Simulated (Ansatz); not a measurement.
An Ansatz (a first-principles code) run. Input:

Ansatz 0.2 input:
```yaml
crystal:
  lattice:
    - [4.2184691752, 0.0, 0.0]
    - [-2.1092345876, 3.6533014708, 0.0]
    - [0.0, 0.0, 17.9461685748]
  atoms:
    - { symbol: Ge, position: [0.0, 0.0, 0.3342040161] }
    - { symbol: Ge, position: [0.0, 0.0, 0.6657959839] }
    - { symbol: Sb, position: [0.3333333333, 0.6666666667, 0.1121806384] }
    - { symbol: Sb, position: [0.6666666667, 0.3333333333, 0.8878193616] }
    - { symbol: Te, position: [0.0, 0.0, 0.0] }
    - { symbol: Te, position: [0.3333333333, 0.6666666667, 0.7912721379] }
    - { symbol: Te, position: [0.6666666667, 0.3333333333, 0.2087278621] }
    - { symbol: Te, position: [0.3333333333, 0.6666666667, 0.4123021668] }
    - { symbol: Te, position: [0.6666666667, 0.3333333333, 0.5876978332] }
kpoints:
  mp_grid: { grid: [11, 11, 3] }
hamiltonian:
  xc: r2scan
  dispersion: d4
  pseudopotentials: { kind: paw }
scf:
  occupations: { method: gaussian, width: 0.05 }
checkpoint: { read: metal.run }
output: { write_density: true, elf: true, volumetric_format: npy }
basis: { fft_grid_basis: typed }
```

Output (shortened):

```
Pseudopotential: Ge, paw, valence charge 14
Pseudopotential: Sb, paw, valence charge 15
Pseudopotential: Te, paw, valence charge 16
Functional definition: r2SCAN
Crystal: 9 atoms, lattice volume = 276.574 Å³
Basis set: ecut = 500 eV, 7055 PW (Γ), exchange–correlation on 128×128×540 points (64 copies of the dense FFT grid, shifted against one another)
Bands: 83, of which v1, the nominal top of the filled ones, is band 69 counted from 1 (68 counted from 0)
Symmetry: 12 space group operations
Space group: P-3m1 (ITA 164), of the structure as read, at distance tolerance 6.5e-5 Å
k-points: 42 of 363
Stability of the state it starts from, as read at its close in the unpolarized treatment …
iter 1 solved again at ethr=1.15e-6 eV; its pass at ethr=3.10e-3 eV (dr2=1.59e-3 eV) is discarded
SCF iter   1: F=—  HF=-56580.175996 eV  |F-HF|=—  |Δ(HF+E_count)|=         —  Δρ=5.11e-6  dr2=3.42e-8  dr2_τ=4.44e-9  ethr=1.15e-6  ⟨swp⟩=3.1  Hψ=21868  notcnv=0
preconditioner: auto → LDOS
SCF iter   2: F=—  HF=-56580.176086 eV  |F-HF|=—  |Δ(HF+E_count)|=   8.99e-5  Δρ=6.75e-6  dr2=1.09e-7  dr2_τ=5.94e-9  ethr=2.48e-11  ⟨swp⟩=9.6  Hψ=16032  notcnv=0
SCF iter   3: F=-56580.176086 eV  HF=-56580.176086 eV  |F-HF|=7.74e-8  |Δ(HF+E_count)|=   3.17e-8  Δρ=3.25e-6  dr2=8.32e-8  dr2_τ=2.04e-9  ethr=2.48e-11  ⟨swp⟩=1.0  Hψ=10043  notcnv=0
SCF 1 converged in 3 iterations: F = -56580.176086 eV  dr2 = 8.32e-8
SCF converged after 3 iterations
Free energy (F): -56580.176086 eV
Harris-Foulkes:  -56580.176086 eV  (|F-HF|=7.74e-8)
Internal energy: -56580.175408 eV  (E = F + TS)
E sigma→0 (E₀):  -56580.175747 eV
Entropy (-TS):   -0.000678 eV (-0.075 meV/atom)
Fermi energy:    9.224180 eV
--- Per-component energies (eV) ---
  E_band       = -2067.358167
  E_kinetic    = 1529.091416
  E_local      = -14756.968330  (includes V_loc(G=0)·N_el)
  E_nonlocal   = 3.494534
  E_hartree    = 7798.643171
  E_xc         = -966.479765
  E_vxc        = -896.695593  (∫ρ·V_xc dr)
  E_paw        = -36692.165652  (= ΣΔE_a)
  E_vpaw       = -3599.260168  (= ΣTr[D̂ρ^β])
  E_aug_tail   = -0.000149  (compensation charges beyond the density's cutoff)
  E_vtau       = 55.691623  (kinetic-family band-sum trace: ∫τ·v_τ [+ j·A + Jᵃ·Aᵃ] dr)
  E_ewald      = -13494.643746
  E_disp       = -1.411706  (pairwise vdW)
  E_core_change = 0.264820  (= ΣΔE_core)
  E_smearing   = -0.000678  (= −TS)
  E_closure    = 0.000000  (closes the sum)
  Σ components = -56580.176086   (vs F -56580.176086, Δ=0.00e0)
  [band-id]    e_kinetic+e_local+e_nonlocal+2·e_hartree+e_vxc+e_vpaw+e_augmentation_tail+e_vtau = -2067.360325   (vs E_band -2067.358167, Δ=-2.16e-3)
--- Band table (eV; the first three rows and the last of 42) ---
  k-point 0: bands = ["-29.2966", "-29.2966", "-29.2966", "-29.2966", "-29.2922", "-29.2922", "-29.2916", "-29.2916", "-29.2916", "-29.2916", "-29.0437", "-29.0328", "-29.0328", "-28.9920", "-28.9920", "-28.8065", "-28.8065", "-28.8063", "-28.8063", …
  k-point 1: bands = ["-29.2966", "-29.2966", "-29.2966", "-29.2966", "-29.2922", "-29.2922", "-29.2916", "-29.2916", "-29.2916", "-29.2916", "-29.0437", "-29.0328", "-29.0328", "-28.9920", "-28.9920", "-28.8065", "-28.8065", "-28.8063", "-28.8063", …
  k-point 2: bands = ["-29.2966", "-29.2966", "-29.2965", "-29.2965", "-29.2921", "-29.2921", "-29.2916", "-29.2916", "-29.2915", "-29.2915", "-29.0436", "-29.0328", "-29.0328", "-28.9920", "-28.9918", "-28.8065", "-28.8064", "-28.8063", "-28.8061", …
  k-point 41: bands = ["-29.2965", "-29.2965", "-29.2962", "-29.2962", "-29.2912", "-29.2912", "-29.2908", "-29.2908", "-29.2906", "-29.2906", "-29.0424", "-29.0334", "-29.0333", "-28.9909", "-28.9903", "-28.8056", "-28.8052", "-28.8048", "-28.8046", …
```

Cost: roughly 90 core-seconds on shared cores.

The cell was relaxed with r²SCAN+D4 under the symmetry of its start. A small band overlap can be real or an error of a semilocal functional. Spin–orbit coupling is left out wherever it is not named.

Potentials: the later of the program's two PAW sets.

Ansatz is a plane-wave DFT program.
